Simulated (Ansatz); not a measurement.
LiF (rock salt, space group No. 225), the program Ansatz at the LDA level (PAW): ε∞ = 2.12, cell volume 14.94 Å³. Infrared-active transverse modes:

| ω_TO (cm⁻¹) | oscillator strength S_xx (e²/amu) |
|---|---|
| 339.0 | 0.2130 |

Problem. Compute the static dielectric constant.

Solution. Each mode adds (4.921e7/V) S/ω²: 6.11. So ε0 = 8.23.

Problem. What LO frequency does the Lyddane–Sachs–Teller relation give?

Solution. ω_LO = ω_TO √(ε0/ε∞) = 668 cm⁻¹.

Space group Fm-3m (rock salt). Symmetry was held in the LDA relaxation; phonons on a q-mesh show no instability.

Potentials: the later of the program's two PAW sets.
